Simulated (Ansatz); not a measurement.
The start is a generated cell, AlRh placed in the AFLOW prototype AB_oP4_51_e_f (B19, as in CdAu). A full variable-cell relaxation at zero pressure is run with PBEsol (plane waves to 420 eV, PAW, scalar-relativistic; Ansatz, a first-principles code). The first steps use a coarse 8×12×8 k-mesh.

The start:
```yaml
crystal:
  lattice:
    - [4.22498, 0.00000, 0.00000]
    - [0.00000, 2.79681, 0.00000]
    - [0.00000, 0.00000, 4.31357]
  atoms:
    - { symbol: Al, position: [0.75000, 0.50000, 0.31250] }
    - { symbol: Al, position: [0.25000, 0.50000, 0.68750] }
    - { symbol: Rh, position: [0.75000, 0.00000, 0.81250] }
    - { symbol: Rh, position: [0.25000, 0.00000, 0.18750] }
```

**Question.** How large is the pressure on the unrelaxed cell, and of which sign?

**Answer.** +11.6 GPa (positive: the cell is compressed).

**Question.** What is the largest force in the starting geometry, and on which atom (counted from 1)?

**Answer.** 1.87 eV/Å, on Rh3, Rh4 (atoms numbered as listed).

**Question.** What symmetry does the relaxed structure have?

**Answer.** The space group goes from Pmma (No. 51) to Pm-3m (No. 221); the end is CsCl type, with 2 atoms in the primitive cell.

**Question.** How much energy is released per atom?

**Answer.** 0.21 eV/atom.

**Question.** How does the volume per atom move from start to end?

**Answer.** +3.0 %, from 12.74 to 13.13 Å³/atom.

**Question.** How do the shortest distances between atoms change?

**Answer.** The closest pairs of elements (up to four, under 3.6 Å), start → end: Al–Rh 2.57 → 2.57 Å; Al–Al 2.66 → 2.97 Å; Rh–Rh 2.66 → 2.97 Å.

**Question.** Write out the relaxed structure.

**Answer.** 
```cif
data_AlRh
_chemical_formula_sum 'Al1 Rh1'
_space_group_name_H-M_alt 'Pm-3m'
_space_group_IT_number 221
_space_group_name_Hall '-P 4 2 3'
_cell_length_a 2.97206
_cell_length_b 2.97206
_cell_length_c 2.97206
_cell_angle_alpha 90.000
_cell_angle_beta 90.000
_cell_angle_gamma 90.000
loop_
_atom_site_label
_atom_site_type_symbol
_atom_site_symmetry_multiplicity
_atom_site_Wyckoff_symbol
_atom_site_fract_x
_atom_site_fract_y
_atom_site_fract_z
_atom_site_occupancy
Al1 Al 1 b 0.50000 0.50000 0.50000 1
Rh1 Rh 1 a 0.00000 0.00000 0.00000 1
```

Final values are on a 16×16×16 k-mesh of the relaxed cell. No spin polarisation in the result.

The run could not lose the symmetry of its start; a randomly shaken copy of 4 atoms returns to this structure.

The first start was generated by placing the elements on the sites of a structure type. Materials Project lists a structure of AlRh in the same space group, Pm-3m (No. 221); the sites were not compared with it, nor with measured phases.
